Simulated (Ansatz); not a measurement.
## CdCu2GeSe4: input and output

The input, for Ansatz 0.2.0 (plane waves, PAW):

```yaml
crystal:
  lattice:
    - [0.0, 5.732705, 0.0]
    - [5.732705, 0.0, 0.0]
    - [2.866352, 2.866352, -5.511752]
  atoms:
    - { symbol: Ge, position: [0.5, 0.5, 0.0] }
    - { symbol: Cu, position: [0.25, 0.75, 0.5] }
    - { symbol: Cu, position: [0.75, 0.25, 0.5] }
    - { symbol: Se, position: [0.4042, 0.4042, 0.7326] }
    - { symbol: Se, position: [0.5958, 0.1368, 0.2674] }
    - { symbol: Se, position: [0.8632, 0.8632, 0.7326] }
    - { symbol: Se, position: [0.1368, 0.5958, 0.2674] }
    - { symbol: Cd, position: [0.0, 0.0, 0.0] }
  symmetry: { tolerance: 0.0003 }
kpoints:
  mp_grid: { grid: [5, 5, 5], shift: [0, 0, 0] }
  band_path:
    path:
      - [0.0, 0.0, 0.0]
      - [0.5, 0.5, 0.5]
      - [0.5, 0.5, 0.25]
      - [0.0, 0.5, 0.0]
      - [0.0, 0.0, 0.0]
      - [0.0, 0.0, -0.5]
      - [0.0, 0.36477722, -0.31761139]
      - [0.0, 0.63522278, 0.31761139]
      - [0.0, 0.0, 0.0]
      - [0.5, 0.5, 0.5]
      - [0.36477722, 0.63522278, 0.5]
    npoints: 6
magnetization:
  spin_polarized: false
scf:
  occupations: { method: methfessel_paxton, width: 0.0112 }
  lower_state_search: "off"
  max_iter: 200
hamiltonian:
  pseudopotentials: { kind: paw }
  xc: r2scan
basis:
  ecutwfc: 500
  fft_grid_basis: typed
output:
  forces: true
  stress: true
  eigenvalues: true
  bader: true
  populations: true
  elf: true
  write_potential: true
  volumetric_format: npy
  dos:
    e_range: [-12, 8]
    de: 0.05
    projected: { site_lists: { Cd: [Cd], Cu: [Cu], Ge: [Ge], Se: [Se] } }
checkpoint:
  read: saved_state
```

The run starts from an earlier solution of this cell. 

Excerpt of what it printed:

```
Free energy (F): -47749.3836 eV
Harris-Foulkes:  -47749.3836 eV  (|F-HF|=1.17e-9)
Internal energy: -47749.3836 eV  (E = F + TS)
E sigma→0 (E₀):  -47749.3836 eV
Fermi energy:    9.1455 eV
--- Per-component energies (eV) ---
  E_band       = -3255.5357
  E_kinetic    = 1692.8368
  E_local      = -26862.5480  (includes V_loc(G=0)·N_el)
  E_nonlocal   = -1113.7095
  E_hartree    = 12513.6279
  E_xc         = -795.9641
  E_vxc        = -982.5668  (∫ρ·V_xc dr)
  E_paw        = -17215.6122  (= ΣΔE_a)
  E_vpaw       = -1076.0695  (= ΣTr[D̂ρ^β])
  E_aug_tail   = -0.0005  (compensation charges beyond the density's cutoff)
  E_vtau       = 59.2566  (kinetic-family band-sum trace: ∫τ·v_τ [+ j·A + Jᵃ·Aᵃ] dr)
  E_ewald      = -15958.7023
  E_core_change = -9.3118  (= ΣΔE_core)
  E_smearing   = 0.0000  (= −TS)
--- Forces (eV/Å), atoms counted from 1 ---
  atom   1  Ge     0.0000     0.0000     0.0000
  atom   2  Cu     0.0000     0.0000     0.0000
  atom   3  Cu     0.0000     0.0000     0.0000
  atom   4  Se    -0.0948    -0.0948     0.2125
  atom   5  Se    -0.0948     0.0948    -0.2125
  atom   6  Se     0.0948     0.0948     0.2125
  atom   7  Se     0.0948    -0.0948    -0.2125
  atom   8  Cd     0.0000     0.0000     0.0000
--- Stress (GPa, compression-positive) ---
        1.4478       0.0000       0.0000
        0.0000       1.4478       0.0000
        0.0000       0.0000       1.5108
  P = ⅓ Tr σ = 1.4688 GPa (14.688 kbar)
--- Löwdin populations: 8 sites ---
  site symbol       q [e]
     0     Ge     13.5356
     1     Cu     18.4218
     2     Cu     18.4218
     3     Se     16.5636
     4     Se     16.5636
     5     Se     16.5636
     6     Se     16.5636
     7     Cd     18.7479
  spilling = 0.0045 (of n_electrons = 136.0000)
--- Bader charges: 8 sites ---
  site symbol  charge [e]  shift [e]
     0     Ge      1.0021     0.0002
     1     Cu      0.4181     0.0010
     2     Cu      0.4181     0.0010
     3     Se     -0.6612     0.0013
     4     Se     -0.6612     0.0013
     5     Se     -0.6612     0.0013
     6     Se     -0.6612     0.0013
     7     Cd      0.8065     0.0030
```

Origin: a database entry at a rescaled volume.
